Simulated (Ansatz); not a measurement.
# Structure relaxation, Rh

The start is a relaxed Rh cell displaced along its unstable phonon at q = (½, 0, ½) of its primitive reciprocal cell (34i cm⁻¹), largest move 0.15 Å. The cell and all atomic positions are relaxed at zero pressure with PBE (plane waves to 420 eV, PAW, scalar-relativistic; Ansatz, a program for electronic structure). The first steps use a coarse 12×12×12 k-mesh.

Initial structure:
```
CELL_PARAMETERS angstrom
      8.67572     0.00000     0.00000
     -2.16893     3.75670     0.00000
      4.33786     0.00000     2.65877
ATOMIC_POSITIONS crystal
  Rh 0.00000 0.00000 0.00000
  Rh 0.50000 0.00000 0.00000
  Rh 0.91667 0.63209 0.50000
  Rh 0.41667 0.70125 0.50000
  Rh 0.08333 0.29875 0.50000
  Rh 0.58333 0.36791 0.50000
```

| Property | Value |
|---|---|
| Largest initial force | 0.12 eV/Å, on Rh3, Rh4, Rh5, Rh6 (atoms numbered as listed) |
| Relative to the parent | It does not go back: it reaches Ibam (No. 72), 0.05 eV/atom below the parent |
| Shortest distances (start → end) | The closest pairs of elements (up to four, under 3.6 Å), start → end: Rh–Rh 2.50 → 2.56 Å |
| Band gap at the end | zero (metallic) |
| Optimiser moves | 11 |

The end point of the relaxation:

Space group Ibam (No. 72); a = 4.7796 Å, b = 7.0308 Å, c = 5.1963 Å, α = 90.00°, β = 90.00°, γ = 90.00°

```csv
atom,site,symmetry,x,y,z
Rh,4a,222,0.0000,0.0000,0.2500
Rh,8j,..m,0.0838,0.3273,0.0000
```
(The calculation used a cell of 6 atoms; values per cell refer to that cell.)

Final values are on a 13×13×13 k-mesh of the relaxed cell. No spin polarisation in the result.

The run could not lose the symmetry of its start: the end is stationary, and may be a saddle point rather than a minimum.

The relaxed structure here is a generated cell of Rh: the first start was made by placing the elements on the sites of a structure type, and the end was not matched to a known phase here, so it may be hypothetical. Known forms of Rh include space group No. 225.
